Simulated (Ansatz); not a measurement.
A scan (energy against volume; even scaling of the relaxed cell, symmetry kept) gave these values. These are PBE (plane waves to 420 eV, PAW, scalar-relativistic; Ansatz, a quantum-chemistry and plane-wave program) values and carry that method's errors.

The bulk modulus at fixed cell shape B₀ (third-order Birch-Murnaghan fit) comes out as 200 GPa and the pressure derivative B₀′ (fit) is 4.5. The equilibrium volume of the fit is 10.06 Å³/atom.

Q: Of these crystals, all scanned alike, which one is it?
A) LiTaO₃ (LiNbO3 type, space group R3c)
B) SiO₂ (rutile)
C) CdS (wurtzite)
D) Ga₂O₃ (corundum)

A: D, Ga₂O₃ (corundum). The others have, for the bulk modulus at fixed cell shape: LiTaO3 116 GPa, CdS 53.1 GPa, SiO2 277 GPa

All were relaxed with their symmetry unable to fall. LiTaO3 is run without spin polarisation. Spin-orbit coupling is left out. The PAW data are Ansatz's earlier set. With the shape held, the modulus is that of even scaling; a crystal free to change shape is softer.

(A scan under strain: stresses follow from slopes of the energy per volume, elastic moduli from its curvatures.)
